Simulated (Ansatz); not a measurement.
MgSe (rock salt) is sheared across one {100} plane: the third cell vector gains the shift, so faults repeat every 8.2 Å. The cut lies between planes 2.74 Å apart; the cell height is held.

```xyz
6
Lattice="3.8694 0.0000 0.0000 0.0000 3.8694 0.0000 1.9347 1.9347 8.2083" Properties=species:S:1:pos:R:3 pbc="T T T"
Se     1.6123     1.6123     6.8403
Se     1.6123     1.6123     1.3681
Se     3.5470     3.5470     4.1042
Mg     3.5470     3.5470     6.8403
Mg     3.5470     3.5470     1.3681
Mg     1.6123     1.6123     4.1042
```

In-plane vectors a = (3.869, 0.000) Å, b = (0.000, 3.869) Å, area 14.97 Å². The shift is s times the vector a (length 3.869 Å), so s = 1 restores the start. Atoms relax along the normal only. γ = [E(shift) − E(0)] / area.

Calculation: r2SCAN (plane waves to 500 eV, PAW, scalar-relativistic; Ansatz, a quantum-chemistry and plane-wave program). k mesh 7×7×7 (Γ-centred), Fermi-Dirac smearing 0.05 eV. E is the zero-smearing estimate. Faults lie only 8.2 Å apart, and holding the cell height raises γ above its relaxed value. MgSe was relaxed with its symmetry unable to fall. The zero of γ is zero shift.

```json
[
 {"s": "0.000", "γ (mJ/m²)": "0"},
 {"s": "0.083", "γ (mJ/m²)": "withheld"},
 {"s": "0.167", "γ (mJ/m²)": "251"},
 {"s": "0.250", "γ (mJ/m²)": "527"},
 {"s": "0.333", "γ (mJ/m²)": "810"},
 {"s": "0.417", "γ (mJ/m²)": "1015"},
 {"s": "0.500", "γ (mJ/m²)": "1089"},
 {"s": "0.583", "γ (mJ/m²)": "1015"},
 {"s": "0.667", "γ (mJ/m²)": "810"},
 {"s": "0.750", "γ (mJ/m²)": "527"},
 {"s": "0.833", "γ (mJ/m²)": "251"},
 {"s": "0.917", "γ (mJ/m²)": "withheld"}
]
```

Task: Fit a Fourier form (three harmonics of 1 − cos and sin) to the given rows and predict γ at s = 0.083.

Result: Least squares on the 10 given rows: γ = (549.1)·[1 − cos(2πs)] + (-8.9)·[1 − cos(4πs)] + (-4.9)·[1 − cos(6πs)], in mJ/m²; root-mean-square residual 0.4 mJ/m². At 0.083 the fit gives 64 mJ/m²; the calculation gives 64 mJ/m², the same to the digits shown. 

(The slope of γ gives the shear force per area between the displaced halves; near zero shift its curvature is an elastic stiffness.)
